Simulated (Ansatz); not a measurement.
A trial structure of CrNiC6N6 was built thus: cyanide-bridged rock-salt net of two metals, 0 guest cations a cell (Fm-3m, No. 225). Lengths were set from tabulated atomic sizes, so they are only a guess.

```cif
data_structure
_symmetry_space_group_name_H-M 'P 1'
_symmetry_Int_Tables_number 1
_cell_length_a 7.2344
_cell_length_b 7.2344
_cell_length_c 7.2344
_cell_angle_alpha 60.000
_cell_angle_beta 60.000
_cell_angle_gamma 60.000
_cell_volume 267.73
loop_
_atom_site_label
_atom_site_type_symbol
_atom_site_fract_x
_atom_site_fract_y
_atom_site_fract_z
_atom_site_occupancy
Cr1 Cr 0.00000 0.00000 0.00000 1
Ni1 Ni 0.50000 0.50000 0.50000 1
C1 C 0.81058 0.18942 0.18942 1
C2 C 0.18942 0.81058 0.18942 1
C3 C 0.18942 0.18942 0.81058 1
C4 C 0.18942 0.81058 0.81058 1
C5 C 0.81058 0.18942 0.81058 1
C6 C 0.81058 0.81058 0.18942 1
N1 N 0.69622 0.30378 0.30378 1
N2 N 0.30378 0.69622 0.30378 1
N3 N 0.30378 0.30378 0.69622 1
N4 N 0.30378 0.69622 0.69622 1
N5 N 0.69622 0.30378 0.69622 1
N6 N 0.69622 0.69622 0.30378 1
```

The calculation used DFT PBE, scalar-relativistic, plane waves, PAW (Ansatz 0.2.0). Cutoff 420 eV, Gaussian smearing, Γ-centred meshes. Cell and atoms relax first on a coarse mesh and then on a finer one. In between, the cell is made exact in the group found at 0.06 Å. In metals the finer mesh still leaves noise of several meV/atom or more. The steps can't lower the symmetry of their start, moments included. Collinear spin, starting moments -3 2 0 0 0 0 0 0 0 0 0 0 0 0 μB in the order of the atoms.

A guess keeps its type if space group and coordination stay and the shape of the cell changes little (axis ratios within about 15 %, angles within 6°); the volume may change.

Q: Does this structure survive the relaxation?

A: It keeps its type. The symmetry stays Fm-3m (No. 225). The volume per atom grows by 1.6 %, from 19.1 to 19.4 Å³. The shortest distance goes from 1.17 Å (C–N) to 1.16 Å (C–N). Counting neighbours within 15 % of an atom's shortest distance, the start has C 1, Cr 6, N 1, Ni 6 and the end C 1, Cr 6, N 1, Ni 6.

The last run used collinear spin, a 6×6×6 mesh for its 14-atom cell and Gaussian smearing of 0.10 eV. The magnetic state reached may not be the lowest. A structure relaxed within its symmetry needn't be a true minimum.
